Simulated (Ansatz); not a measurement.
Lu3InN (anti-perovskite)

```xyz
5
Lattice="4.6182 0.0000 0.0000 0.0000 4.6182 0.0000 0.0000 0.0000 4.6182" Properties=species:S:1:pos:R:3 pbc="T T T"
Lu     2.3091     2.3091     0.0000
Lu     0.0000     2.3091     2.3091
Lu     2.3091     0.0000     2.3091
In     0.0000     0.0000     0.0000
N      2.3091     2.3091     2.3091
```

Two coordinates are scanned: the volume, and the ratio of the stretch along z (the conventional c axis) to the stretch across it. Atoms keep their fractional coordinates.

Calculation: PBEsol (plane waves to 420 eV, PAW, scalar-relativistic; Ansatz, a program for electronic structure). k mesh 10×10×10 (Γ-centred), Fermi-Dirac smearing 0.05 eV. Stress and pressure are positive under compression. With partly filled bands, the response to shear is sensitive to the k mesh, so small differences along c/a are uncertain. Lu3InN is run without spin polarisation. Lu3InN was relaxed with its symmetry unable to fall.

At one point of the scan the stress tensor (GPa) is:

```
    9.3      0.0      0.0
    0.0      9.3      0.0
    0.0      0.0      1.4
```

**Question.** Which point is it?
A) V/V₀ = 0.947, (c/a)/(c/a)₀ = 1.040
B) V/V₀ = 0.947, (c/a)/(c/a)₀ = 0.987
C) V/V₀ = 1.000, (c/a)/(c/a)₀ = 1.027
D) V/V₀ = 0.920, (c/a)/(c/a)₀ = 1.000

**Answer.** A, V/V₀ = 0.947, (c/a)/(c/a)₀ = 1.040

(A scan under strain: stresses follow from slopes of the energy per volume, elastic moduli from its curvatures.)
